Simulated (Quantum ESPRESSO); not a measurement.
## Calculated data, Mg2GaO3F (made-up cell, one site empty), Ga3GeCN3 (made-up cell)

Calculation on a made-up crystal cell, not a measurement: periodic Kohn-Sham density functional theory in plane waves with PseudoDojo standard norm-conserving scalar-relativistic pseudopotentials, each functional with its own files (v0.5 for PBE, v0.4.1 for LDA and PBEsol), no spin polarisation, no spin-orbit coupling, atoms not relaxed, stress positive in tension, energies less a fixed whole-eV offset for each atom's element; levels are Kohn-Sham levels at fractions of this cell's reciprocal vectors, counted from the reference band (half the neutral cell's valence electrons, rounded up) at Gamma; error bars cover cutoff and k-mesh only, not smearing or the files; each bar is the largest change over components, and at least 0.002 eV, 0.002 eV per angstrom or 0.02 GPa; added strain carries the atoms with the cell, and shear is the tensor component; energies are for the whole cell, and the offsets were chosen from early runs and are not element reference energies. Program: Quantum ESPRESSO 7.5.

Common to all runs: lattice type wurtzite; functional pbe; cutoff 1143 eV; fermi dirac smearing 0.025 eV; scf tolerance 1e-07 eV; electrons removed 0.

(1) Mg2GaO3F (made-up cell, one site empty)

Unstrained structure:
```xyz
7
Lattice="3.1808 -0.0126 -0.0123 -0.0218 5.4443 -0.0167 -0.0201 -0.0158 5.2143" Properties=species:S:1:pos:R:3 Mg2GaO3F
Mg     0.0291     0.0754     0.1149
Ga     1.6041     2.6726     0.0645
Mg    -0.0826     3.6108     2.6488
F      0.0110    -0.0322     1.9327
O      1.5720     2.7616     1.9010
O      1.6137     0.8967     4.4768
O      0.0713     3.5908     4.5393
```

* empty site: 3
* added strain kind: uniform
* added strain: -0.0157
* k mesh: 6 x 4 x 4, shifted by half a step
* structure shown: before the added strain of -0.0157
* free energy less offsets: 5.333 eV
* scf iterations: 11
* smearing term minus ts: 0 eV
* pressure: 7.301 GPa
* stress xx: -9.342 GPa
* stress yy: -2.112 GPa
* stress zz: -10.45 GPa
* stress yz: 1.774 GPa
* stress xz: -2.616 GPa
* stress xy: -0.523 GPa
* reference band: 29
* error bar energy: 0.002465 eV
* error bar stress: 0.03248 GPa
* error bar force: 0.006787 eV/Å
* error bar next band up: 0.002 eV
* error bars from: tighter rerun of a related cell

Atoms:
| atoms element | atom site | atom energy offset (eV) |
| --- | --- | --- |
| Mg | 1 | -1617 |
| Ga | 2 | -2080 |
| Mg | 4 | -1617 |
| F | 5 | -677 |
| O | 6 | -452 |
| O | 7 | -452 |
| O | 8 | -452 |

Forces:
| site | x (eV/Å) | y (eV/Å) | z (eV/Å) |
| --- | --- | --- | --- |
| 1 | 0.2049 | 0.5527 | -1.76 |
| 2 | 0.4588 | -1.595 | -0.7206 |
| 4 | 0.8786 | -0.0208 | -1.022 |
| 5 | -0.03401 | -0.5271 | 0.8954 |
| 6 | -0.753 | 0.4676 | -0.6929 |
| 7 | -0.09124 | 1.01 | 1.669 |
| 8 | -0.664 | 0.1119 | 1.631 |

Levels:
| level k point | next band up (eV) |
| --- | --- |
| Gamma | 2.676 |
| (1/2,1/2,1/2) | 6.119 |
| (0.15,0,0) | 3.481 |
| (0,0.15,0) | 2.962 |
| (0,0,0.15) | 2.944 |

(2) Mg2GaO3F (made-up cell, one site empty)

Structure as in entry 1.

- empty site: 3
- added strain kind: uniform
- added strain: -0.0036
- k mesh: 6 x 4 x 4, shifted by half a step
- structure shown: before the added strain of -0.0036
- free energy less offsets: 5.234 eV
- scf iterations: 11
- smearing term minus ts: 0 eV
- pressure: 2.587 GPa
- stress xx: -4.821 GPa
- stress yy: 1.757 GPa
- stress zz: -4.697 GPa
- stress yz: 1.713 GPa
- stress xz: -2.237 GPa
- stress xy: -0.5675 GPa
- reference band: 29
- error bar energy: 0.002465 eV
- error bar stress: 0.03248 GPa
- error bar force: 0.006787 eV/Å
- error bar next band up: 0.002 eV
- error bars from: tighter rerun of a related cell

Atoms:
| atoms element | atom site | atom energy offset (eV) |
| --- | --- | --- |
| Mg | 1 | -1617 |
| Ga | 2 | -2080 |
| Mg | 4 | -1617 |
| F | 5 | -677 |
| O | 6 | -452 |
| O | 7 | -452 |
| O | 8 | -452 |

Forces:
| site | x (eV/Å) | y (eV/Å) | z (eV/Å) |
| --- | --- | --- | --- |
| 1 | 0.1885 | 0.5659 | -1.602 |
| 2 | 0.3635 | -1.579 | -0.5613 |
| 4 | 0.8066 | -0.05397 | -1 |
| 5 | -0.03626 | -0.6815 | 0.6311 |
| 6 | -0.6518 | 0.6291 | -0.9144 |
| 7 | -0.08247 | 1.097 | 1.897 |
| 8 | -0.588 | 0.0217 | 1.55 |

Levels:
| level k point | next band up (eV) |
| --- | --- |
| Gamma | 2.492 |
| (1/2,1/2,1/2) | 5.916 |
| (0.15,0,0) | 3.282 |
| (0,0.15,0) | 2.772 |
| (0,0,0.15) | 2.754 |

(3) Mg2GaO3F (made-up cell, one site empty)

Structure as in entry 1.

* empty site: 3
* added strain kind: uniform
* added strain: 0.0038
* k mesh: 6 x 4 x 4, shifted by half a step
* structure shown: before the added strain of 0.0038
* free energy less offsets: 5.218 eV
* scf iterations: 11
* smearing term minus ts: 0 eV
* pressure: 0.05433 GPa
* stress xx: -2.382 GPa
* stress yy: 3.822 GPa
* stress zz: -1.602 GPa
* stress yz: 1.675 GPa
* stress xz: -2.027 GPa
* stress xy: -0.585 GPa
* reference band: 29
* error bar energy: 0.002465 eV
* error bar stress: 0.03248 GPa
* error bar force: 0.006787 eV/Å
* error bar next band up: 0.002 eV
* error bars from: tighter rerun of a related cell

Atoms:
| atoms element | atom site | atom energy offset (eV) |
| --- | --- | --- |
| Mg | 1 | -1617 |
| Ga | 2 | -2080 |
| Mg | 4 | -1617 |
| F | 5 | -677 |
| O | 6 | -452 |
| O | 7 | -452 |
| O | 8 | -452 |

Forces:
| site | x (eV/Å) | y (eV/Å) | z (eV/Å) |
| --- | --- | --- | --- |
| 1 | 0.179 | 0.5708 | -1.51 |
| 2 | 0.3107 | -1.565 | -0.4704 |
| 4 | 0.7659 | -0.07491 | -0.9908 |
| 5 | -0.03761 | -0.7666 | 0.4814 |
| 6 | -0.5935 | 0.7199 | -1.033 |
| 7 | -0.07782 | 1.145 | 2.021 |
| 8 | -0.5467 | -0.02896 | 1.502 |

Levels:
| level k point | next band up (eV) |
| --- | --- |
| Gamma | 2.384 |
| (1/2,1/2,1/2) | 5.78 |
| (0.15,0,0) | 3.166 |
| (0,0.15,0) | 2.66 |
| (0,0,0.15) | 2.642 |

(4) Mg2GaO3F (made-up cell, one site empty)

Structure as in entry 1.

* empty site: 3
* added strain kind: uniform
* added strain: 0.0149
* k mesh: 6 x 4 x 4, shifted by half a step
* structure shown: before the added strain of 0.0149
* free energy less offsets: 5.249 eV
* scf iterations: 11
* smearing term minus ts: 0 eV
* pressure: -3.284 GPa
* stress xx: 0.8407 GPa
* stress yy: 6.523 GPa
* stress zz: 2.488 GPa
* stress yz: 1.619 GPa
* stress xz: -1.74 GPa
* stress xy: -0.6097 GPa
* reference band: 29
* error bar energy: 0.002465 eV
* error bar stress: 0.03248 GPa
* error bar force: 0.006787 eV/Å
* error bar next band up: 0.002 eV
* error bars from: tighter rerun of this cell

Atoms:
| atoms element | atom site | atom energy offset (eV) |
| --- | --- | --- |
| Mg | 1 | -1617 |
| Ga | 2 | -2080 |
| Mg | 4 | -1617 |
| F | 5 | -677 |
| O | 6 | -452 |
| O | 7 | -452 |
| O | 8 | -452 |

Forces:
| site | x (eV/Å) | y (eV/Å) | z (eV/Å) |
| --- | --- | --- | --- |
| 1 | 0.1663 | 0.5789 | -1.383 |
| 2 | 0.2372 | -1.545 | -0.3478 |
| 4 | 0.7067 | -0.1022 | -0.9702 |
| 5 | -0.03925 | -0.8818 | 0.274 |
| 6 | -0.5124 | 0.8415 | -1.192 |
| 7 | -0.07111 | 1.202 | 2.188 |
| 8 | -0.4875 | -0.09348 | 1.43 |

Levels:
| level k point | next band up (eV) |
| --- | --- |
| Gamma | 2.23 |
| (1/2,1/2,1/2) | 5.56 |
| (0.15,0,0) | 2.997 |
| (0,0.15,0) | 2.501 |
| (0,0,0.15) | 2.482 |

(5) Mg2GaO3F (made-up cell, one site empty)

Structure as in entry 1.

* empty site: 3
* added strain kind: uniform
* added strain: 0.0229
* k mesh: 6 x 4 x 4, shifted by half a step
* structure shown: before the added strain of 0.0229
* free energy less offsets: 5.309 eV
* scf iterations: 11
* smearing term minus ts: 0 eV
* pressure: -5.387 GPa
* stress xx: 2.872 GPa
* stress yy: 8.216 GPa
* stress zz: 5.072 GPa
* stress yz: 1.577 GPa
* stress xz: -1.555 GPa
* stress xy: -0.6247 GPa
* reference band: 29
* error bar energy: 0.002465 eV
* error bar stress: 0.03248 GPa
* error bar force: 0.006787 eV/Å
* error bar next band up: 0.002 eV
* error bars from: tighter rerun of a related cell

Atoms:
| atoms element | atom site | atom energy offset (eV) |
| --- | --- | --- |
| Mg | 1 | -1617 |
| Ga | 2 | -2080 |
| Mg | 4 | -1617 |
| F | 5 | -677 |
| O | 6 | -452 |
| O | 7 | -452 |
| O | 8 | -452 |

Forces:
| site | x (eV/Å) | y (eV/Å) | z (eV/Å) |
| --- | --- | --- | --- |
| 1 | 0.1582 | 0.5834 | -1.296 |
| 2 | 0.1892 | -1.529 | -0.2645 |
| 4 | 0.6676 | -0.1191 | -0.9568 |
| 5 | -0.04016 | -0.9577 | 0.1365 |
| 6 | -0.4593 | 0.9201 | -1.293 |
| 7 | -0.06757 | 1.236 | 2.294 |
| 8 | -0.448 | -0.1339 | 1.379 |

Levels:
| level k point | next band up (eV) |
| --- | --- |
| Gamma | 2.124 |
| (1/2,1/2,1/2) | 5.395 |
| (0.15,0,0) | 2.88 |
| (0,0.15,0) | 2.391 |
| (0,0,0.15) | 2.372 |

(6) Ga3GeCN3 (made-up cell)

Unstrained structure:
```xyz
8
Lattice="3.2880 -0.0142 -0.0227 -0.0246 5.5700 0.0610 -0.0370 0.0575 5.3136" Properties=species:S:1:pos:R:3 Ga3GeCN3
Ga     0.0949     0.0805     0.1583
Ge     1.5434     2.7476    -0.0880
Ga     1.6273     1.0096     2.7734
Ga    -0.0650     3.9011     2.5723
N      0.0468     0.0439     2.1043
N      1.5431     2.8889     2.0832
C      1.5690     1.0612     4.6858
N     -0.1021     3.7750     4.7893
```

* added strain kind: zz
* added strain: -0.0176
* k mesh: 5 x 4 x 4, shifted by half a step
* structure shown: before the added strain of -0.0176
* free energy less offsets: -2.298 eV
* scf iterations: 13
* smearing term minus ts: 0 eV
* pressure: 4.14 GPa
* stress xx: 5.598 GPa
* stress yy: -11.74 GPa
* stress zz: -6.28 GPa
* stress yz: 2.841 GPa
* stress xz: 0.1742 GPa
* stress xy: -2.469 GPa
* reference band: 36
* error bar energy: 0.008556 eV
* error bar stress: 0.09947 GPa
* error bar force: 0.003407 eV/Å
* error bar next band up: 0.002 eV
* error bars from: tighter rerun of a related cell

Atoms:
| atoms element | atom site | atom energy offset (eV) |
| --- | --- | --- |
| Ga | 1 | -2080 |
| Ge | 2 | -2430 |
| Ga | 3 | -2080 |
| Ga | 4 | -2080 |
| N | 5 | -283 |
| N | 6 | -283 |
| C | 7 | -163 |
| N | 8 | -283 |

Forces:
| site | x (eV/Å) | y (eV/Å) | z (eV/Å) |
| --- | --- | --- | --- |
| 1 | -1.532 | 0.3516 | -1.5 |
| 2 | 0.4881 | 1.227 | 2.034 |
| 3 | 0.3835 | -0.07007 | -1.217 |
| 4 | -0.4438 | -3.355 | 1.678 |
| 5 | -0.5603 | 2.911 | -0.4126 |
| 6 | 0.5329 | -0.02379 | -1.572 |
| 7 | 1.29 | -1.494 | 1.444 |
| 8 | -0.1583 | 0.453 | -0.4552 |

Levels:
| level k point | next band up (eV) |
| --- | --- |
| Gamma | 0.5668 |
| (1/2,1/2,1/2) | 2.535 |
| (0.15,0,0) | 1.766 |
| (0,0.15,0) | 0.9589 |
| (0,0,0.15) | 0.9768 |

(7) Ga3GeCN3 (made-up cell)

Structure as in entry 6.

* added strain kind: zz
* added strain: -0.0096
* k mesh: 5 x 4 x 4, shifted by half a step
* structure shown: before the added strain of -0.0096
* free energy less offsets: -2.321 eV
* scf iterations: 13
* smearing term minus ts: 0 eV
* pressure: 2.828 GPa
* stress xx: 5.979 GPa
* stress yy: -11.15 GPa
* stress zz: -3.31 GPa
* stress yz: 2.802 GPa
* stress xz: 0.1514 GPa
* stress xy: -2.418 GPa
* reference band: 36
* error bar energy: 0.008556 eV
* error bar stress: 0.09947 GPa
* error bar force: 0.003407 eV/Å
* error bar next band up: 0.002 eV
* error bars from: tighter rerun of a related cell

Atoms:
| atoms element | atom site | atom energy offset (eV) |
| --- | --- | --- |
| Ga | 1 | -2080 |
| Ge | 2 | -2430 |
| Ga | 3 | -2080 |
| Ga | 4 | -2080 |
| N | 5 | -283 |
| N | 6 | -283 |
| C | 7 | -163 |
| N | 8 | -283 |

Forces:
| site | x (eV/Å) | y (eV/Å) | z (eV/Å) |
| --- | --- | --- | --- |
| 1 | -1.523 | 0.3353 | -1.369 |
| 2 | 0.4862 | 1.227 | 2 |
| 3 | 0.3657 | -0.04425 | -1.028 |
| 4 | -0.4385 | -3.351 | 1.644 |
| 5 | -0.5491 | 2.922 | -0.5343 |
| 6 | 0.5329 | -0.042 | -1.539 |
| 7 | 1.279 | -1.513 | 1.258 |
| 8 | -0.1542 | 0.4658 | -0.4321 |

Levels:
| level k point | next band up (eV) |
| --- | --- |
| Gamma | 0.5151 |
| (1/2,1/2,1/2) | 2.459 |
| (0.15,0,0) | 1.707 |
| (0,0.15,0) | 0.9141 |
| (0,0,0.15) | 0.9477 |

(8) Ga3GeCN3 (made-up cell)

Structure as in entry 6.

* added strain kind: zz
* added strain: -0.005
* k mesh: 5 x 4 x 4, shifted by half a step
* structure shown: before the added strain of -0.005
* stress xx: —
* stress xy: —
* pressure: —

Atoms:
| atoms element | atom site | atom energy offset (eV) |
| --- | --- | --- |
| Ga | 1 | -2080 |
| Ge | 2 | -2430 |
| Ga | 3 | -2080 |
| Ga | 4 | -2080 |
| N | 5 | -283 |
| N | 6 | -283 |
| C | 7 | -163 |
| N | 8 | -283 |

(9) Ga3GeCN3 (made-up cell)

Structure as in entry 6.

* added strain kind: zz
* added strain: 0.0018
* k mesh: 5 x 4 x 4, shifted by half a step
* structure shown: before the added strain of 0.0018
* stress yy: —
* pressure: —

Atoms:
| atoms element | atom site | atom energy offset (eV) |
| --- | --- | --- |
| Ga | 1 | -2080 |
| Ge | 2 | -2430 |
| Ga | 3 | -2080 |
| Ga | 4 | -2080 |
| N | 5 | -283 |
| N | 6 | -283 |
| C | 7 | -163 |
| N | 8 | -283 |

(10) Ga3GeCN3 (made-up cell)

Structure as in entry 6.

- added strain kind: zz
- added strain: 0.0127
- k mesh: 5 x 4 x 4, shifted by half a step
- structure shown: before the added strain of 0.0127
- stress zz: —
- stress yz: —
- stress xz: —

Atoms:
| atoms element | atom site | atom energy offset (eV) |
| --- | --- | --- |
| Ga | 1 | -2080 |
| Ge | 2 | -2430 |
| Ga | 3 | -2080 |
| Ga | 4 | -2080 |
| N | 5 | -283 |
| N | 6 | -283 |
| C | 7 | -163 |
| N | 8 | -283 |

## Withheld values
1. Estimate the stress xx of Ga3GeCN3 (made-up cell) (entry 8).
2. Ga3GeCN3 (made-up cell) (entry 8): stress xy?
3. Ga3GeCN3 (made-up cell) (entry 8): pressure?
4. Estimate the stress yy of Ga3GeCN3 (made-up cell) (entry 9).
5. Give the missing pressure for Ga3GeCN3 (made-up cell) (entry 9).
6. Estimate the stress zz of Ga3GeCN3 (made-up cell) (entry 10).
7. Ga3GeCN3 (made-up cell) (entry 10): stress yz?
8. What stress xz does the calculation give for Ga3GeCN3 (made-up cell) (entry 10)?

Answers
1. 6.186 GPa
2. -2.389 GPa
3. 2.112 GPa
4. -10.36 GPa
5. 1.101 GPa
6. 3.917 GPa
7. 2.692 GPa
8. 0.1067 GPa

Further results for Ga3GeCN3 (made-up cell) (entry 8):

- free energy less offsets: -2.328 eV
- scf iterations: 13
- smearing term minus ts: 0 eV
- stress yy: -10.83 GPa
- stress zz: -1.694 GPa
- stress yz: 2.779 GPa
- stress xz: 0.1403 GPa
- reference band: 36
- error bar energy: 0.008556 eV
- error bar stress: 0.09947 GPa
- error bar force: 0.003407 eV/Å
- error bar next band up: 0.002 eV
- error bars from: tighter rerun of this cell

Forces:
| site | x (eV/Å) | y (eV/Å) | z (eV/Å) |
| --- | --- | --- | --- |
| 1 | -1.517 | 0.3261 | -1.299 |
| 2 | 0.4851 | 1.227 | 1.978 |
| 3 | 0.356 | -0.02995 | -0.9253 |
| 4 | -0.4354 | -3.349 | 1.621 |
| 5 | -0.543 | 2.928 | -0.5979 |
| 6 | 0.5329 | -0.05186 | -1.517 |
| 7 | 1.273 | -1.523 | 1.158 |
| 8 | -0.1519 | 0.4727 | -0.4168 |

Levels:
| level k point | next band up (eV) |
| --- | --- |
| Gamma | 0.4846 |
| (1/2,1/2,1/2) | 2.416 |
| (0.15,0,0) | 1.673 |
| (0,0.15,0) | 0.8873 |
| (0,0,0.15) | 0.9299 |

Further results for Ga3GeCN3 (made-up cell) (entry 9):

- free energy less offsets: -2.331 eV
- scf iterations: 13
- smearing term minus ts: 0 eV
- stress xx: 6.483 GPa
- stress zz: 0.5709 GPa
- stress yz: 2.745 GPa
- stress xz: 0.127 GPa
- stress xy: -2.347 GPa
- reference band: 36
- error bar energy: 0.008556 eV
- error bar stress: 0.09947 GPa
- error bar force: 0.003407 eV/Å
- error bar next band up: 0.002 eV
- error bars from: tighter rerun of a related cell

Forces:
| site | x (eV/Å) | y (eV/Å) | z (eV/Å) |
| --- | --- | --- | --- |
| 1 | -1.508 | 0.3135 | -1.209 |
| 2 | 0.4833 | 1.225 | 1.939 |
| 3 | 0.342 | -0.009454 | -0.7892 |
| 4 | -0.4309 | -3.345 | 1.585 |
| 5 | -0.534 | 2.936 | -0.6821 |
| 6 | 0.5327 | -0.06602 | -1.48 |
| 7 | 1.263 | -1.536 | 1.026 |
| 8 | -0.1483 | 0.4821 | -0.3893 |

Levels:
| level k point | next band up (eV) |
| --- | --- |
| Gamma | 0.4378 |
| (1/2,1/2,1/2) | 2.352 |
| (0.15,0,0) | 1.621 |
| (0,0.15,0) | 0.8459 |
| (0,0,0.15) | 0.9014 |

Further results for Ga3GeCN3 (made-up cell) (entry 10):

* free energy less offsets: -2.316 eV
* scf iterations: 13
* smearing term minus ts: 0 eV
* pressure: -0.3991 GPa
* stress xx: 6.925 GPa
* stress yy: -9.644 GPa
* stress xy: -2.282 GPa
* reference band: 36
* error bar energy: 0.008556 eV
* error bar stress: 0.09947 GPa
* error bar force: 0.003407 eV/Å
* error bar next band up: 0.002 eV
* error bars from: tighter rerun of a related cell

Forces:
| site | x (eV/Å) | y (eV/Å) | z (eV/Å) |
| --- | --- | --- | --- |
| 1 | -1.493 | 0.2938 | -1.083 |
| 2 | 0.4805 | 1.223 | 1.87 |
| 3 | 0.3209 | 0.02138 | -0.5941 |
| 4 | -0.4236 | -3.338 | 1.518 |
| 5 | -0.5206 | 2.946 | -0.7945 |
| 6 | 0.5323 | -0.08687 | -1.414 |
| 7 | 1.247 | -1.555 | 0.8352 |
| 8 | -0.143 | 0.4955 | -0.3382 |

Levels:
| level k point | next band up (eV) |
| --- | --- |
| Gamma | 0.3613 |
| (1/2,1/2,1/2) | 2.253 |
| (0.15,0,0) | 1.535 |
| (0,0.15,0) | 0.7772 |
| (0,0,0.15) | 0.8525 |
